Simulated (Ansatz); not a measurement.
Li (bcc, W type)

```
CELL_PARAMETERS angstrom
     -1.73814     1.73814     1.73814
      1.73814    -1.73814     1.73814
      1.73814     1.73814    -1.73814
ATOMIC_POSITIONS crystal
  Li 0.00000 0.00000 0.00000
```

Calculation: r2SCAN (plane waves to 500 eV, PAW, scalar-relativistic; Ansatz, a first-principles code). DFPT wavenumbers on a 20×20×20 k mesh, in cm⁻¹ and rounded to 5; i marks imaginary ones, q is in fractions of the reciprocal vectors of the cell shown, and the three acoustic modes at Γ are left out. The program warned that its band solver left a few bands short of their tolerance. Li was relaxed with its symmetry unable to fall. The PAW data are Ansatz's earlier set.

### Question
Is the structure dynamically stable at N = (0.5, 0.0, 0.0), H = (0.5, 0.5, 0.5)?

### Answer
No imaginary mode at these points (lowest 50 cm⁻¹ at N = (0.5, 0.0, 0.0)); other wave vectors were not tested.

### Question
Predict the phonon wavenumbers at N = (0.5, 0.0, 0.0), H = (0.5, 0.5, 0.5).

### Answer
```tsv
q	wavenumbers (cm⁻¹)
N = (0.5, 0.0, 0.0)	50, 185, 325
H = (0.5, 0.5, 0.5)	330 (×3)
```
